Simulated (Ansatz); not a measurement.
Input:

SiC in space group P6_422 (No. 181; Si on 3c, C on 3d), a = 3.0850 Å, b = 3.0850 Å, c = 7.0618 Å, α = 90.00°, β = 90.00°, γ = 120.00°.

This is the PBE-relaxed structure.

Task: All from the program Ansatz at the PBE level (PAW), unless another level is named. Predict the electron effective mass.

Result: 0.17, 0.45, 0.77 mₑ (principal values).

Task: Predict the valence-band maximum.

Result: at Γ.

Task: And the weight of the valence-edge state by species (Voronoi cells)?

Result: C 77 %, Si 23 %.

The start of the workflow was typed in or built on a structure type; neither database checked (COD, Materials Project) lists it. It is not the phase usual at ambient conditions (space group No. 186, 216). Symmetry was held in the PBE relaxation; its stability against distortions is not shown here. Its formation energy is positive at this level, so the cell may be metastable or incomplete.

Potentials: the later of the program's two PAW sets.

Edges and masses are those of Kohn–Sham bands, whose gap is no quasiparticle gap.
